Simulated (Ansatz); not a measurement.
SnO2 (rutile)

```
CELL_PARAMETERS angstrom
      4.76919     0.00000     0.00000
      0.00000     4.76919     0.00000
      0.00000     0.00000     3.21201
ATOMIC_POSITIONS crystal
  Sn 0.00000 0.00000 0.00000
  Sn 0.50000 0.50000 0.50000
  O  0.30628 0.30628 0.00000
  O  0.80628 0.19372 0.50000
  O  0.19372 0.80628 0.50000
  O  0.69372 0.69372 0.00000
```

The slice is a (010) plane (indices of the conventional cell) through the point (0.806, 0.194, 0.500) (fractional), spanned by u = [001] and v = [100] in vectors of this cell: u (3.21 Å) and v (4.77 Å, at 90° to u). It covers one period; positions are fractions (u, v).

Method: PBEsol (plane waves to 420 eV, PAW, scalar-relativistic; Ansatz, an electronic-structure program). k mesh 7×7×10. These are valence fields of a PAW run, semicore shells included where kept as valence: close to a nucleus they are smooth pseudo fields. SnO2 was relaxed with its symmetry unable to fall.

### Question
Sketch the electrostatic potential energy of an electron, from the cell's mean on this plane as a map.

### Answer
| v \ u | 0.00 | 0.11 | 0.21 | 0.32 | 0.42 | 0.53 | 0.63 | 0.74 | 0.84 | 0.95 |
|---|---|---|---|---|---|---|---|---|---|---|
| 0.96 | x | x | x | 3.7 | 3.2 | 2.7 | 3.6 | x | x | x |
| 0.86 | x | x | 5.1 | 6.3 | 6.2 | 6.2 | 6.3 | 6.0 | x | x |
| 0.75 | 4.6 | 4.8 | 5.9 | 6.8 | 7.4 | 7.5 | 7.2 | 6.4 | 5.3 | 4.6 |
| 0.64 | 3.8 | 4.4 | 5.8 | 6.5 | 6.3 | x | 6.3 | 6.3 | 5.1 | 4.0 |
| 0.54 | 5.1 | 5.5 | 5.8 | x | x | x | x | 5.2 | 5.7 | 5.2 |
| 0.43 | 6.0 | 5.9 | 5.2 | x | x | x | x | 4.2 | 5.7 | 5.9 |
| 0.32 | 5.8 | 5.2 | 3.2 | -0.2 | <-1.0 | <-1.0 | <-1.0 | 1.7 | 4.4 | 5.6 |
| 0.21 | 5.1 | 4.4 | 1.3 | <-1.0 | <-1.0 | <-1.0 | <-1.0 | <-1.0 | 3.3 | 4.9 |
| 0.11 | x | x | x | <-1.0 | <-1.0 | <-1.0 | <-1.0 | -0.4 | x | x |
| 0.00 | x | x | x | 2.4 | 1.3 | 0.6 | 2.0 | x | x | x |

Values: electrostatic potential energy of an electron, from the cell's mean, in eV. Points within 0.9 Å of a nucleus are blanked (x), as the pseudised field means little there. Values under -1 eV are set to -1. The zero, the cell's mean, hangs on the PAW cores.
